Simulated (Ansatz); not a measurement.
⁶³Cu nuclear quadrupole resonance in CuAu

Cell: an entry of the Crystallography Open Database (COD) whose atoms were relaxed with PBE, the cell held.

```yaml
crystal:
  lattice:
    - [2.80000, 0.00000, 0.00000]
    - [0.00000, 2.80000, 0.00000]
    - [0.00000, 0.00000, 3.67000]
  atoms:
    - { symbol: Cu, position: [0.50000, 0.50000, 0.50000] }
    - { symbol: Au, position: [0.00000, 0.00000, 0.00000] }
```

Atom numbers follow the list; atoms alike are taken as one site, whose name carries the number of the first.

Level of theory: DFT, r2SCAN, plane waves and PAW, scalar-relativistic, 500 eV cutoff, Γ-centred 12×12×9 k-points, Fermi–Dirac smearing 0.05 eV (Ansatz 0.2.0).

⁶³Cu: I = 3/2, Q = -220.0 mb (year-2017 value). Static lattice, zero field.

Q: At which frequencies do the ⁶³Cu NQR lines lie?

A: For I = 3/2 there is one line, ν = (|C_Q|/2)(1 + η²/3)^½.

| site | atoms | V_zz (10²¹ V/m²) | C_Q (MHz) | η | line frequencies (MHz) |
| --- | --- | --- | --- | --- | --- |
| Cu | 1 | -0.94 | 4.99 | 0.00 | 2.50 |

Q: And for 65Cu (I = 3/2, Q = -204.0 mb) on Cu?

A: C_Q scales with Q to 4.63 MHz, with lines at 2.31 MHz.

An axis of threefold or higher order runs through Cu, so V_zz lies along it and η is zero.

With no gap above 0.1 eV, as in a metal, the gradients converge slowly in k; expect changes of a tenth or more on a denser mesh. Without spin–orbit coupling the gradients at and beside Au can be off by some per cent, at some sites by more.
